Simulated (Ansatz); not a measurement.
Geometry optimisation in Ansatz: input, command and trajectory.

```yaml
crystal:
  lattice:
    - [4.4457760117, 0.0, 0.0]
    - [0.0, 4.4457760117, 0.0]
    - [0.0, 0.0, 4.4457760117]
  atoms:
    - { symbol: Fe, position: [0.1364571882, 0.1364571882, 0.1364571882] }
    - { symbol: Fe, position: [0.3635428118, 0.8635428118, 0.6364571882] }
    - { symbol: Fe, position: [0.6364571882, 0.3635428118, 0.8635428118] }
    - { symbol: Fe, position: [0.8635428118, 0.6364571882, 0.3635428118] }
    - { symbol: Si, position: [0.8411356542, 0.8411356542, 0.8411356542] }
    - { symbol: Si, position: [0.6588643458, 0.1588643458, 0.3411356542] }
    - { symbol: Si, position: [0.3411356542, 0.6588643458, 0.1588643458] }
    - { symbol: Si, position: [0.1588643458, 0.3411356542, 0.6588643458] }
basis:
  ecutwfc: 420
kpoints:
  mp_grid: { grid: [8, 8, 8] }
hamiltonian:
  xc: pbe
scf:
  occupations: { method: gaussian, width: 0.01 }
output:
  forces: true
  stress: true
  eigenvalues: true
relax:
  adjacent_minimum: "off"
  f_tol: 0.005
  max_steps: 80
  cell: { stress_tol: 0.05 }
```

```bash
ansatz run input.yaml --threads 2 --pin off --max-ram 5120MiB --backend cpu --events-out ev --progress --plain --runs-dir out
```

Method: DFT PBE, scalar-relativistic, plane waves, PAW (Ansatz).

Of 5 frames 4 are shown, positions in Å and forces in eV/Å; the SCF threshold varies from step to step. Steps run on the plane waves of an earlier cell, with a Pulay correction in the pressure. The basis is chosen afresh for the last frame, the zero of the energies, and at times for earlier ones too; energy and pressure step there, also at an unchanged geometry. Spin polarisation was left out; whether the Fe atoms would carry moments isn't shown by this run.

```xyz
8
Lattice="4.4458 0.0000 0.0000 0.0000 4.4458 0.0000 0.0000 0.0000 4.4458" Properties=species:S:1:pos:R:3:forces:R:3 pbc="T T T" step=1 free_energy_over_end_meV_per_atom=0.07 pressure_GPa=0.19
Fe    0.6067    0.6067    0.6067   -0.0177   -0.0177   -0.0177
Fe    1.6162    3.8391    2.8295    0.0177    0.0177   -0.0177
Fe    2.8295    1.6162    3.8391   -0.0177    0.0177    0.0177
Fe    3.8391    2.8295    1.6162    0.0177   -0.0177    0.0177
Si    3.7395    3.7395    3.7395   -0.0253   -0.0253   -0.0253
Si    2.9292    0.7063    1.5166    0.0253    0.0253   -0.0253
Si    1.5166    2.9292    0.7063   -0.0253    0.0253    0.0253
Si    0.7063    1.5166    2.9292    0.0253   -0.0253    0.0253
8
Lattice="4.4469 0.0000 0.0000 0.0000 4.4469 0.0000 0.0000 0.0000 4.4469" Properties=species:S:1:pos:R:3:forces:R:3 pbc="T T T" step=2 free_energy_over_end_meV_per_atom=0.03 pressure_GPa=0.06
Fe    0.6062    0.6062    0.6062   -0.0128   -0.0128   -0.0128
Fe    1.6173    3.8407    2.8296    0.0128    0.0128   -0.0128
Fe    2.8296    1.6173    3.8407   -0.0128    0.0128    0.0128
Fe    3.8407    2.8296    1.6173    0.0128   -0.0128    0.0128
Si    3.7397    3.7397    3.7397   -0.0164   -0.0164   -0.0164
Si    2.9305    0.7071    1.5163    0.0164    0.0164   -0.0164
Si    1.5163    2.9305    0.7071   -0.0164    0.0164    0.0164
Si    0.7071    1.5163    2.9305    0.0164   -0.0164    0.0164
8
Lattice="4.4476 0.0000 0.0000 0.0000 4.4476 0.0000 0.0000 0.0000 4.4476" Properties=species:S:1:pos:R:3:forces:R:3 pbc="T T T" step=3 free_energy_over_end_meV_per_atom=0.01 pressure_GPa=0.05
Fe    0.6048    0.6048    0.6048    0.0010    0.0010    0.0010
Fe    1.6190    3.8428    2.8286   -0.0010   -0.0010    0.0010
Fe    2.8286    1.6190    3.8428    0.0010   -0.0010   -0.0010
Fe    3.8428    2.8286    1.6190   -0.0010    0.0010   -0.0010
Si    3.7391    3.7391    3.7391    0.0015    0.0015    0.0015
Si    2.9323    0.7085    1.5153   -0.0015   -0.0015    0.0015
Si    1.5153    2.9323    0.7085    0.0015   -0.0015   -0.0015
Si    0.7085    1.5153    2.9323   -0.0015    0.0015   -0.0015
8
Lattice="4.4480 0.0000 0.0000 0.0000 4.4480 0.0000 0.0000 0.0000 4.4480" Properties=species:S:1:pos:R:3:forces:R:3 pbc="T T T" step=5 free_energy_over_end_meV_per_atom=0.00 pressure_GPa=-0.02
Fe    0.6049    0.6049    0.6049    0.0000    0.0000    0.0000
Fe    1.6191    3.8431    2.8289    0.0000    0.0000    0.0000
Fe    2.8289    1.6191    3.8431    0.0000    0.0000    0.0000
Fe    3.8431    2.8289    1.6191    0.0000    0.0000    0.0000
Si    3.7396    3.7396    3.7396   -0.0004   -0.0004   -0.0004
Si    2.9325    0.7085    1.5155    0.0004    0.0004   -0.0004
Si    1.5155    2.9325    0.7085   -0.0004    0.0004    0.0004
Si    0.7085    1.5155    2.9325    0.0004   -0.0004    0.0004
```

It took 53 s on 2 threads of Arm Neoverse V1, with other jobs on the host, peak memory 0.44 GiB.